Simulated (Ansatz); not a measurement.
Polymorphs of Be, each relaxed with PBEsol in the plane-wave PAW code Ansatz:

A: fcc (Cu type) (Fm-3m)
a = 3.1482 Å, b = 3.1482 Å, c = 3.1482 Å, α = 90.00°, β = 90.00°, γ = 90.00°

| atom | site | symmetry | x | y | z |
|---|---|---|---|---|---|
| Be | 4a | m-3m | 0.0000 | 0.0000 | 0.0000 |

B: bcc (W type) (Im-3m)
a = 2.4927 Å, b = 2.4927 Å, c = 2.4927 Å, α = 90.00°, β = 90.00°, γ = 90.00°

```
atom  site  symmetry       x       y       z
----  ----  --------  ------  ------  ------
Be      2a      m-3m  0.0000  0.0000  0.0000
```

C: diamond (Fd-3m)
a = b = c = 4.8755 Å, α = β = γ = 90.00°

```json
[
 {"atom": "Be", "site": "8b", "symmetry": "-43m", "x": "0.5000", "y": "0.5000", "z": "0.5000"}
]
```

Q: Order them by energy per atom at 0 K (lowest first) at the level PBEsol.

A: A (+0 meV/atom), B (+21 meV/atom), C (+1613 meV/atom)

Typed or built starts, not in the databases checked: A; C. Not the usual ambient phase: A; B; C. Unstable at this level: C. All cells were relaxed under the symmetry of their starts (and spin orders); stability against distortions was not tested throughout.

Energies hold the estimated change up to a 700 eV cutoff; steps of a few meV lie near the error of the meshes.

Potentials: the later of the program's two PAW sets.
